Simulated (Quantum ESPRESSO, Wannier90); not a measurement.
CdSe (zinc blende): Wannier90 run

Structure: Materials Project mp-2691, symmetrised, not relaxed again. Not found in the COD (Crystallography Open Database) copy used, which has the formula in other groups; not checked further. Level: PBE, no spin polarisation, no spin-orbit coupling; pw.x of Quantum ESPRESSO at 82 Ry with PseudoDojo potentials, 10×10×10 k-points, Wannier90. Density: 10×10×10 mesh, cold smearing 0.01 Ry. Spin-orbit coupling, left out, would split the p-like bands by a few tenths of an eV.

Input w.win:

```
num_bands = 17
num_wann = 8
exclude_bands = 1-9,11-15
num_iter = 0
conv_tol = 1.0e-6
conv_window = 4
dis_num_iter = 1000
dis_conv_tol = 1.0e-6
dis_froz_max = 9.41
write_hr = true
write_u_matrices = true
begin projections
Cd: s;p
Se: s;p
end projections
begin unit_cell_cart
ang
    0.0000000000    3.0702700000    3.0702700000
    3.0702700000    0.0000000000    3.0702700000
    3.0702700000    3.0702700000    0.0000000000
end unit_cell_cart
begin atoms_frac
Cd   0.0000000000  0.0000000000  0.0000000000
Se   0.2500000000  0.2500000000  0.2500000000
end atoms_frac
mp_grid = 10 10 10
begin kpoints
0.0000000000 0.0000000000 0.0000000000
0.0000000000 0.0000000000 0.1000000000
0.0000000000 0.0000000000 0.2000000000
... (997 more lines: the 10x10x10 mesh through Gamma)
end kpoints
```

On the energy scale of pw.x, whose zero is arbitrary, the valence-band maximum lies at 7.36 eV. Lines of w_hr.dat (R1 R2 R3 m n Re Im, eV) for R = 0 and one of the shortest lattice vectors, rounded to 0.01 eV, lines under 0.02 eV left out; orbitals in order: Cd1 s, Cd1 pz, Cd1 px, Cd1 py, Se2 s, Se2 pz, Se2 px, Se2 py.

```
    0    0    0    1    1     8.09     0.00
    0    0    0    5    1    -1.06     0.00
    0    0    0    6    1     1.11     0.00
    0    0    0    7    1     1.11     0.00
    0    0    0    8    1     1.11     0.00
    0    0    0    2    2    13.32     0.00
    0    0    0    5    2    -1.06     0.00
    0    0    0    6    2     0.22     0.00
    0    0    0    7    2     1.17     0.00
    0    0    0    8    2     1.17     0.00
    0    0    0    3    3    13.33     0.00
    0    0    0    5    3    -1.06     0.00
    0    0    0    6    3     1.17     0.00
    0    0    0    7    3     0.22     0.00
    0    0    0    8    3     1.17     0.00
    0    0    0    4    4    13.32     0.00
    0    0    0    5    4    -1.06     0.00
    0    0    0    6    4     1.17     0.00
    0    0    0    7    4     1.17     0.00
    0    0    0    8    4     0.22     0.00
    0    0    0    1    5    -1.06     0.00
    0    0    0    2    5    -1.06     0.00
    0    0    0    3    5    -1.06     0.00
    0    0    0    4    5    -1.06     0.00
    0    0    0    5    5    -3.56     0.00
    0    0    0    1    6     1.11     0.00
    0    0    0    2    6     0.22     0.00
    0    0    0    3    6     1.17     0.00
    0    0    0    4    6     1.17     0.00
    0    0    0    6    6     7.78     0.00
    0    0    0    1    7     1.11     0.00
    0    0    0    2    7     1.17     0.00
    0    0    0    3    7     0.22     0.00
    0    0    0    4    7     1.17     0.00
    0    0    0    7    7     7.78     0.00
    0    0    0    1    8     1.11     0.00
    0    0    0    2    8     1.17     0.00
    0    0    0    3    8     1.17     0.00
    0    0    0    4    8     0.22     0.00
    0    0    0    8    8     7.78     0.00
   -1    0    0    1    1    -0.12     0.00
   -1    0    0    2    1     0.12     0.00
   -1    0    0    3    1    -0.06     0.00
   -1    0    0    4    1     0.12     0.00
   -1    0    0    1    2    -0.12     0.00
   -1    0    0    2    2     0.18     0.00
   -1    0    0    3    2     0.11     0.00
   -1    0    0    4    2     0.16     0.00
   -1    0    0    1    3    -0.06     0.00
   -1    0    0    2    3    -0.11     0.00
   -1    0    0    3    3    -0.36     0.00
   -1    0    0    4    3    -0.11     0.00
   -1    0    0    5    3     0.03     0.00
   -1    0    0    6    3    -0.03     0.00
   -1    0    0    7    3    -0.02     0.00
   -1    0    0    8    3    -0.03     0.00
   -1    0    0    1    4    -0.12     0.00
   -1    0    0    2    4     0.16     0.00
   -1    0    0    3    4     0.11     0.00
   -1    0    0    4    4     0.18     0.00
   -1    0    0    1    5    -1.06     0.00
   -1    0    0    2    5     1.06     0.00
   -1    0    0    3    5    -1.06     0.00
   -1    0    0    4    5     1.06     0.00
   -1    0    0    7    5     0.07     0.00
   -1    0    0    1    6    -1.11     0.00
   -1    0    0    2    6     0.22     0.00
   -1    0    0    3    6    -1.17     0.00
   -1    0    0    4    6     1.17     0.00
   -1    0    0    6    6     0.02     0.00
   -1    0    0    1    7     1.11     0.00
   -1    0    0    2    7    -1.17     0.00
   -1    0    0    3    7     0.22     0.00
   -1    0    0    4    7    -1.17     0.00
   -1    0    0    5    7     0.07     0.00
   -1    0    0    7    7    -0.11     0.00
   -1    0    0    1    8    -1.11     0.00
   -1    0    0    2    8     1.17     0.00
   -1    0    0    3    8    -1.17     0.00
   -1    0    0    4    8     0.22     0.00
   -1    0    0    8    8     0.02     0.00
```
